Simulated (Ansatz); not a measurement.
Given:

As:
Space group Im-3m (No. 229); a = 3.3529 Å, b = 3.3529 Å, c = 3.3529 Å, α = 90.00°, β = 90.00°, γ = 90.00°

| atom | site | symmetry | x | y | z |
|---|---|---|---|---|---|
| As | 2a | m-3m | 0.0000 | 0.0000 | 0.0000 |
(The calculation used a cell of 1 atom; values per cell refer to that cell.)

This is the r²SCAN-relaxed structure.

Problem. All from the program Ansatz at the r²SCAN level (PAW), unless another level is named. Give the Hill bulk and shear moduli.

Solution. 84.6 and 18.4 GPa.

Problem. Predict the elastic constants (relaxed ions, GPa).

Solution. C11 = 128, C12 = 62.9, C44 = 12.3.

A made-up cell: these elements were put on the sites of a structure type; neither database checked (COD, Materials Project) lists it. It is not the phase usual at ambient conditions (space group No. 166). The r²SCAN relaxation kept the symmetry of its start; its stability against distortions is not shown here. As this level gives no gap, shear constants depend on the k-mesh and smearing (Fermi–Dirac, 0.1 eV here).

Potentials: the earlier of the program's two PAW sets.
